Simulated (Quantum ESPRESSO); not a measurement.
Ag2Ta3CuNb2, finding a planted mistake in a log

Computed values, not a measurement. The program is pw.x of Quantum ESPRESSO 7.5 (plane-wave density functional theory). The cell is made up: eight metal atoms on a face-centred cubic lattice, with elements, volume, strain and displacements drawn at random and not relaxed, so it may be unstable or far from any real phase. PseudoDojo standard norm-conserving files set the functional (PBE unless stated); there is no spin polarisation or spin-orbit coupling, the Fermi-Dirac width of 0.25 eV means electrons at about 2900 K, and the masses in the input are unused placeholders. The copper pseudopotential is less sure than most, with forces differing by about three percent and pressure by about two GPa from a second method on plain copper. Heavy elements are run without spin-orbit coupling, which real alloys of them have. A spin test at this wide smearing found no moment, but such smearing suppresses magnetism that the real alloy may have.

Intended input:

```
&control calculation='scf', pseudo_dir='./dojo.nc.sr.pbe.v0_5.standard.upf', outdir='./o', disk_io='minimal', tprnfor=.true., tstress=.true. /
&system ibrav=0, nat=8, ntyp=4, nbnd=75, ecutwfc=92.02030273, nosym=.true., tot_charge=0,
 occupations='smearing', smearing='fd', degauss=0.0183746611
/
&electrons conv_thr=1.470e-08, electron_maxstep=70, mixing_beta=0.5 /
ATOMIC_SPECIES
Ag 1.0 Ag.upf
Cu 1.0 Cu.upf
Nb 1.0 Nb.upf
Ta 1.0 Ta.upf
CELL_PARAMETERS angstrom
-4.014 0.0 0.0
-2.007 -4.014 -2.007
-2.007 -4.014 6.021
ATOMIC_POSITIONS angstrom
Ag -0.0293 0.0444 0.014
Ag -1.986 -3.9997 2.029
Ta -2.0229 -2.0129 -0.0332
Ta -4.0239 -6.0025 2.0564
Cu -4.0238 -3.9834 4.0298
Ta -4.015 -4.0276 0.0591
Nb -4.0496 -2.015 1.9823
Nb -5.9938 -6.0711 4.0043
K_POINTS automatic
7 5 3 1 1 1
```

The log is shortened where brackets say so; the opening notice, blank lines, dates and the lines on written files are dropped, and the path of the files is cut. It prints rydbergs, bohrs and kilobars, and counts compression as positive stress. Its total energy is the free energy E - TS of the whole cell.

Log of the intended run:

```
     Program PWSCF v.7.5
     Parallel version (MPI & OpenMP), running on       4 processor cores
     Number of MPI processes:                 4
     Threads/MPI process:                     1
     [start-up lines left out]
     bravais-lattice index     =            0
     lattice parameter (alat)  =       7.5854  a.u.
     unit-cell volume          =     872.8884 (a.u.)^3
     number of atoms/cell      =            8
     number of atomic types    =            4
     number of electrons       =       122.00
     number of Kohn-Sham states=           75
     kinetic-energy cutoff     =      92.0203  Ry
     charge density cutoff     =     368.0812  Ry
     scf convergence threshold =      1.5E-08
     mixing beta               =       0.5000
     number of iterations used =            8  plain     mixing
     Exchange-correlation= PBE
                           (   1   4   3   4   0   0   0)
     [axes and pseudopotential details left out]
   Cartesian axes
     site n.     atom                  positions (alat units)
         1        Ag     tau(   1) = (  -0.0072995   0.0110613   0.0034878  )
         2        Ag     tau(   2) = (  -0.4947683  -0.9964375   0.5054808  )
         3        Ta     tau(   3) = (  -0.5039611  -0.5014699  -0.0082711  )
         4        Ta     tau(   4) = (  -1.0024664  -1.4953911   0.5123069  )
         5        Cu     tau(   5) = (  -1.0024415  -0.9923767   1.0039362  )
         6        Ta     tau(   6) = (  -1.0002491  -1.0033881   0.0147235  )
         7        Nb     tau(   7) = (  -1.0088690  -0.5019930   0.4938465  )
         8        Nb     tau(   8) = (  -1.4932237  -1.5124813   0.9975835  )
     number of k points=    53  Fermi-Dirac smearing, width (Ry)=  0.0184
                       cart. coord. in units 2pi/alat
        k(    1) = (  -0.0714286  -0.0809524   0.0333333), wk =   0.0380952
        k(    2) = (  -0.0714286   0.0857143  -0.3000000), wk =   0.0380952
     [further k points left out]
     Dense  grid:   104261 G-vectors     FFT dimensions: (  48,  60,  90)
     Estimated max dynamical RAM per process >     406.58 MB
     Estimated total dynamical RAM >       1.51 GB
     Initial potential from superposition of free atoms
     starting charge     121.9914, renormalised to     122.0000
     Starting wfcs are   80 randomized atomic wfcs
     total cpu time spent up to now is        5.4 secs
     per-process dynamical memory:   321.9 Mb
     Self-consistent Calculation
     iteration #  1     ecut=    92.02 Ry     beta= 0.50
     Davidson diagonalization with overlap
     ethr =  1.00E-02,  avg # of iterations =  3.0
     total cpu time spent up to now is       17.7 secs
     total energy              =   -1632.50235480 Ry
     estimated scf accuracy    <       9.97998126 Ry
     iteration #  2     ecut=    92.02 Ry     beta= 0.50
     Davidson diagonalization with overlap
     ethr =  8.18E-03,  avg # of iterations =  3.3
     total cpu time spent up to now is       31.7 secs
     total energy              =   -1632.98587280 Ry
     estimated scf accuracy    <      68.38079320 Ry
     [iterations 3 to 16 left out]
     iteration # 17     ecut=    92.02 Ry     beta= 0.50
     Davidson diagonalization with overlap
     ethr =  9.93E-10,  avg # of iterations =  2.0
     total cpu time spent up to now is      200.5 secs
     total energy              =   -1638.91204217 Ry
     estimated scf accuracy    <       0.00000012 Ry
     iteration # 18     ecut=    92.02 Ry     beta= 0.50
     Davidson diagonalization with overlap
     ethr =  9.78E-11,  avg # of iterations =  2.2
     total cpu time spent up to now is      211.2 secs
     End of self-consistent calculation
     [lines on levels left out]
!    total energy              =   -1638.91204218 Ry
     estimated scf accuracy    <       0.00000001 Ry
     smearing contrib. (-TS)   =      -0.10282383 Ry
     internal energy E=F+TS    =   -1638.80921835 Ry
     The total energy is F=E-TS. E is the sum of the following terms:
     one-electron contribution =    -577.41275583 Ry
     hartree contribution      =     360.38843088 Ry
     xc contribution           =    -280.60818650 Ry
     ewald contribution        =   -1141.17670690 Ry
     convergence has been achieved in  18 iterations
     Forces acting on atoms (cartesian axes, Ry/au):
     atom    1 type  1   force =     0.01429614   -0.03649800   -0.03980940
     atom    2 type  1   force =    -0.01456183   -0.00513417    0.04097151
     atom    3 type  4   force =     0.00547273    0.03599708   -0.01085234
     atom    4 type  4   force =     0.00565476   -0.01996381   -0.00196458
     atom    5 type  2   force =     0.00181085   -0.00582361   -0.00396119
     atom    6 type  4   force =    -0.00599510   -0.00525332   -0.02428257
     atom    7 type  3   force =     0.01425130   -0.00623116    0.03358910
     atom    8 type  3   force =    -0.02092885    0.04290698    0.00630946
     Total force =     0.106355     Total SCF correction =     0.000330
     Computing stress (Cartesian axis) and pressure
          total   stress  (Ry/bohr**3)                   (kbar)     P=      145.59
   0.00095510  -0.00001170  -0.00002905          140.50       -1.72       -4.27
  -0.00001170   0.00112068  -0.00002295           -1.72      164.86       -3.38
  -0.00002905  -0.00002295   0.00089328           -4.27       -3.38      131.41
     init_run     :      5.21s CPU      5.37s WALL (       1 calls)
     electrons    :    201.75s CPU    205.76s WALL (       1 calls)
     forces       :      2.00s CPU      2.01s WALL (       1 calls)
     stress       :      6.92s CPU      7.06s WALL (       1 calls)
     [timing details left out]
     PWSCF        :   3m35.96s CPU   3m40.33s WALL
     JOB DONE.
```

A second run was made from an input with one planted mistake. Its log:

```
     Program PWSCF v.7.5
     Parallel version (MPI & OpenMP), running on       4 processor cores
     Number of MPI processes:                 4
     Threads/MPI process:                     1
     [start-up lines left out]
     bravais-lattice index     =            0
     lattice parameter (alat)  =       7.5003  a.u.
     unit-cell volume          =     843.8696 (a.u.)^3
     number of atoms/cell      =            8
     number of atomic types    =            4
     number of electrons       =       122.00
     number of Kohn-Sham states=           75
     kinetic-energy cutoff     =      92.0203  Ry
     charge density cutoff     =     368.0812  Ry
     scf convergence threshold =      1.5E-08
     mixing beta               =       0.5000
     number of iterations used =            8  plain     mixing
     Exchange-correlation= PBE
                           (   1   4   3   4   0   0   0)
     [axes and pseudopotential details left out]
   Cartesian axes
     site n.     atom                  positions (alat units)
         1        Ag     tau(   1) = (  -0.0073066   0.0110607   0.0034769  )
         2        Ag     tau(   2) = (  -0.4947846  -0.9964475   0.5054926  )
         3        Ta     tau(   3) = (  -0.5039557  -0.5014865  -0.0082640  )
         4        Ta     tau(   4) = (  -1.0024691  -1.4954145   0.5123205  )
         5        Cu     tau(   5) = (  -1.0024439  -0.9923910   1.0039557  )
         6        Ta     tau(   6) = (  -1.0002520  -1.0034014   0.0147140  )
         7        Nb     tau(   7) = (  -1.0088687  -0.5019904   0.4938524  )
         8        Nb     tau(   8) = (  -1.4932477  -1.5124969   0.9976064  )
     number of k points=    53  Fermi-Dirac smearing, width (Ry)=  0.0184
                       cart. coord. in units 2pi/alat
        k(    1) = (  -0.0714286  -0.0809522   0.0333329), wk =   0.0380952
        k(    2) = (  -0.0714286   0.0857124  -0.2999962), wk =   0.0380952
     [further k points left out]
     Dense  grid:   100659 G-vectors     FFT dimensions: (  45,  60,  90)
     Estimated max dynamical RAM per process >     392.99 MB
     Estimated total dynamical RAM >       1.46 GB
     Initial potential from superposition of free atoms
     starting charge     121.9914, renormalised to     122.0000
     Starting wfcs are   80 randomized atomic wfcs
     total cpu time spent up to now is        5.2 secs
     per-process dynamical memory:   311.9 Mb
     Self-consistent Calculation
     iteration #  1     ecut=    92.02 Ry     beta= 0.50
     Davidson diagonalization with overlap
     ethr =  1.00E-02,  avg # of iterations =  3.1
     total cpu time spent up to now is       17.3 secs
     total energy              =   -1632.34304028 Ry
     estimated scf accuracy    <      10.19241997 Ry
     iteration #  2     ecut=    92.02 Ry     beta= 0.50
     Davidson diagonalization with overlap
     ethr =  8.35E-03,  avg # of iterations =  3.2
     total cpu time spent up to now is       30.7 secs
     total energy              =   -1632.88621117 Ry
     estimated scf accuracy    <      68.40334221 Ry
     [iterations 3 to 16 left out]
     iteration # 17     ecut=    92.02 Ry     beta= 0.50
     Davidson diagonalization with overlap
     ethr =  1.02E-09,  avg # of iterations =  1.5
     total cpu time spent up to now is      192.3 secs
     total energy              =   -1638.87569329 Ry
     estimated scf accuracy    <       0.00000005 Ry
     iteration # 18     ecut=    92.02 Ry     beta= 0.50
     Davidson diagonalization with overlap
     ethr =  4.27E-11,  avg # of iterations =  3.7
     total cpu time spent up to now is      204.1 secs
     End of self-consistent calculation
     [lines on levels left out]
!    total energy              =   -1638.87569330 Ry
     estimated scf accuracy    <          8.3E-09 Ry
     smearing contrib. (-TS)   =      -0.09882487 Ry
     internal energy E=F+TS    =   -1638.77686842 Ry
     The total energy is F=E-TS. E is the sum of the following terms:
     one-electron contribution =    -557.82547214 Ry
     hartree contribution      =     354.04662483 Ry
     xc contribution           =    -280.88780228 Ry
     ewald contribution        =   -1154.11021883 Ry
     convergence has been achieved in  18 iterations
     Forces acting on atoms (cartesian axes, Ry/au):
     atom    1 type  1   force =     0.01598744   -0.04119632   -0.04611788
     atom    2 type  1   force =    -0.01637049   -0.00534752    0.04747642
     atom    3 type  4   force =     0.00598705    0.04102110   -0.01269946
     atom    4 type  4   force =     0.00628174   -0.02279075   -0.00157339
     atom    5 type  2   force =     0.00213542   -0.00678451   -0.00451032
     atom    6 type  4   force =    -0.00660345   -0.00593730   -0.02658701
     atom    7 type  3   force =     0.01571296   -0.00733236    0.03752773
     atom    8 type  3   force =    -0.02313066    0.04836766    0.00648392
     Total force =     0.120638     Total SCF correction =     0.000184
     Computing stress (Cartesian axis) and pressure
          total   stress  (Ry/bohr**3)                   (kbar)     P=      225.04
   0.00149311  -0.00001259  -0.00003238          219.64       -1.85       -4.76
  -0.00001259   0.00167260  -0.00002774           -1.85      246.05       -4.08
  -0.00003238  -0.00002774   0.00142369           -4.76       -4.08      209.43
     init_run     :      4.94s CPU      5.10s WALL (       1 calls)
     electrons    :    194.96s CPU    198.90s WALL (       1 calls)
     forces       :      2.01s CPU      2.03s WALL (       1 calls)
     stress       :      7.00s CPU      7.12s WALL (       1 calls)
     [timing details left out]
     PWSCF        :   3m28.99s CPU   3m33.29s WALL
     JOB DONE.
```

Question: the log repeats what the program read. Compare it with the intended run: what was wrong in the second input?

Answer: the cell and the positions are scaled by a wrong factor. The input lines that differ:

```
- -4.014 0.0 0.0
- -2.007 -4.014 -2.007
- -2.007 -4.014 6.021
+ -3.969 0.0 0.0
+ -1.9845 -3.969 -1.9845
+ -1.9845 -3.969 5.9536
- Ag -0.0293 0.0444 0.014
- Ag -1.986 -3.9997 2.029
- Ta -2.0229 -2.0129 -0.0332
- Ta -4.0239 -6.0025 2.0564
- Cu -4.0238 -3.9834 4.0298
- Ta -4.015 -4.0276 0.0591
- Nb -4.0496 -2.015 1.9823
- Nb -5.9938 -6.0711 4.0043
+ Ag -0.029 0.0439 0.0138
+ Ag -1.9638 -3.9549 2.0063
+ Ta -2.0002 -1.9904 -0.0328
+ Ta -3.9788 -5.9353 2.0334
+ Cu -3.9787 -3.9388 3.9847
+ Ta -3.97 -3.9825 0.0584
+ Nb -4.0042 -1.9924 1.9601
+ Nb -5.9267 -6.0031 3.9595
```

```
                                            intended run  run with the mistake
                          free energy (eV)    -22298.534            -22298.040
         entropy term -TS, part of it (eV)        -1.399                -1.345
                            pressure (GPa)         14.56                 22.50
size of the largest force component (eV/Å)         1.103                 1.244
largest change of a force component (eV/Å)                               0.167
                                iterations            18                    18
```

For scale, a rerun of the intended cell at a higher cutoff and on a denser mesh moved values by no more than 0.006 eV in energy, 0.05 GPa in stress and 0.005 eV/Å in force, and a second program with other atomic files agreed on that cell to 2 % rms in force and 0.5 GPa in pressure.